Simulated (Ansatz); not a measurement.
Starting cell, Ga2O3 (corundum):

```
Ga2O3
1.0
    2.52884     1.46003     4.54105
   -2.52884     1.46003     4.54105
    0.00000    -2.92005     4.54105
Ga O
4 6
Direct
  0.35584   0.35584   0.35584
  0.14416   0.14416   0.14416
  0.64416   0.64416   0.64416
  0.85584   0.85584   0.85584
  0.55313   0.94687   0.25000
  0.25000   0.55313   0.94687
  0.94687   0.25000   0.55313
  0.44687   0.05313   0.75000
  0.75000   0.44687   0.05313
  0.05313   0.75000   0.44687
```

The atoms are displaced by Q × the pattern below (from a DFPT mode at Γ, largest move 1; Q in Å), at fixed cell.

```csv
atom,x,y,z
Ga1,0.000,0.000,1.000
Ga2,0.000,0.000,-1.000
Ga3,0.000,0.000,-1.000
Ga4,0.000,0.000,1.000
O5,-0.161,0.000,0.000
O6,0.081,-0.140,0.000
O7,0.081,0.140,0.000
O8,0.161,0.000,0.000
O9,-0.081,0.140,0.000
O10,-0.081,-0.140,0.000
```

These are PBE (plane waves to 420 eV, PAW, scalar-relativistic; Ansatz, a first-principles code) values and carry that method's errors. k mesh 8×8×8 (Γ-centred), Fermi-Dirac smearing 0.05 eV. The energy includes the smearing's −TS. Ga2O3 was relaxed with its symmetry unable to fall. ΔE is measured from the undisplaced structure.

```json
[
 {"Q (Å)": "-0.280", "ΔE (meV/cell)": "2161"},
 {"Q (Å)": "-0.187", "ΔE (meV/cell)": "859"},
 {"Q (Å)": "-0.093", "ΔE (meV/cell)": "195"},
 {"Q (Å)": "0.000", "ΔE (meV/cell)": "0"},
 {"Q (Å)": "0.093", "ΔE (meV/cell)": "164"},
 {"Q (Å)": "0.187", "ΔE (meV/cell)": "607"},
 {"Q (Å)": "0.280", "ΔE (meV/cell)": "1264"}
]
```

### Question
Which DFPT wavenumber at Γ belongs to this mode?
A) 143 cm⁻¹
B) 199 cm⁻¹
C) 249 cm⁻¹
D) 576 cm⁻¹

### Answer
B, 199 cm⁻¹. The curvature of the scan gives 199 cm⁻¹

(For displaced atoms, the force is minus the slope of the energy, and its curvature is a force constant, which sets phonon frequencies.)
